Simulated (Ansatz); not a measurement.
## Structures of HfW: which is lowest?

Plane-wave DFT in Ansatz with scalar-relativistic PAW potentials, cutoff 420 eV, Γ-centred meshes chosen by cell and gap, Gaussian smearing with energies taken to zero width. Every cell was relaxed (cell and atoms) in a run of its own, within the symmetry of its start. Functional: PBE.

Relaxed structures (starts from databases or built by putting these elements on another compound's sites):
A. P-6m2, 2 atoms in the computed cell, a = 2.912 Å, c = 5.126 Å; sites (symmetry × multiplicity) Hf -6m2 × 1, W -6m2 × 1; start: built
B. Fd-3m, 4 atoms in the computed cell, a = 6.651 Å; sites (symmetry × multiplicity) Hf -43m × 8, W -43m × 8; start: built
C. Cmcm, 4 atoms in the computed cell, a = 3.235 Å, b = 11.632 Å, c = 4.174 Å; sites (symmetry × multiplicity) Hf m2m × 4, W m2m × 4; start: built
D. P4/mmm, 2 atoms in the computed cell, a = 2.824 Å, c = 4.710 Å; sites (symmetry × multiplicity) Hf 4/mmm × 1, W 4/mmm × 1; start: built

Problem. Rank them by energy. Could pressure change the order?

Solution.
| structure | group | E − E(lowest) (meV/atom) | V (Å³/atom) | gap on mesh (eV) |
| --- | --- | --- | --- | --- |
| B | Fd-3m | 0.0 | 18.39 | 0.00 |
| C | Cmcm | 205 | 19.63 | 0.00 |
| D | P4/mmm | 207 | 18.78 | 0.00 |
| A | P-6m2 | 330 | 18.82 | 0.00 |

B is lowest, 205 meV/atom under C. The lowest is also the densest of these, so pressure wouldn't bring one of the others in at first order. Other structures may lie lower than all of these, and vibrations aren't counted.

Spin-orbit coupling is left out, which matters for the bands of heavy elements.